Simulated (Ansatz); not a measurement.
## Data sheet: AlBRu (DFT)

AlBRu:
```yaml
crystal:
  lattice:
    - [1.61658, -6.73162, 0.00000]
    - [1.61658, 6.73162, 0.00000]
    - [0.00000, 0.00000, 3.05808]
  atoms:
    - { symbol: Al, position: [0.69728, 0.30272, 0.25000] }
    - { symbol: Al, position: [0.30272, 0.69728, 0.75000] }
    - { symbol: B, position: [0.47003, 0.52997, 0.75000] }
    - { symbol: B, position: [0.52997, 0.47003, 0.25000] }
    - { symbol: Ru, position: [0.09400, 0.90600, 0.75000] }
    - { symbol: Ru, position: [0.90600, 0.09400, 0.25000] }
```

Space group Cmcm (No. 63); conventional cell a = 3.233 Å, b = 13.463 Å, c = 3.058 Å, α = β = γ = 90.00°.

Method: plane-wave PAW r²SCAN (Ansatz code). The cell and atoms are relaxed at this level. Other levels are named where they apply.

**Cell and energy**

```json
{
 "volume_per_atom": "11.09 Å³",
 "density": "6.93 g/cm³",
 "Formation energy from the elements (no fitted shifts)": "-0.24 eV/atom"
}
```

**Electronic structure**

```json
{
  "electronic_character": "metallic (no gap)",
  "Density of states at the Fermi level": "0.49 states/eV per atom (mean over ±0.08 eV)"
}
```

**Charges**

```json
{
 "bader_charges": "Al +1.68, B -0.50, Ru -1.17 e"
}
```

The start of the workflow was typed in or built on a structure type; neither database checked (COD, Materials Project) lists it. Its standing as an ambient phase is unchecked. The r²SCAN relaxation kept the symmetry of its start; whether a distortion lowers the energy is not shown. The run is not spin-polarised. The references are the lowest solids computed at this level, not always the standard phases. Spin–orbit coupling is left out wherever it is not named.

Potentials: the later of the program's two PAW sets.
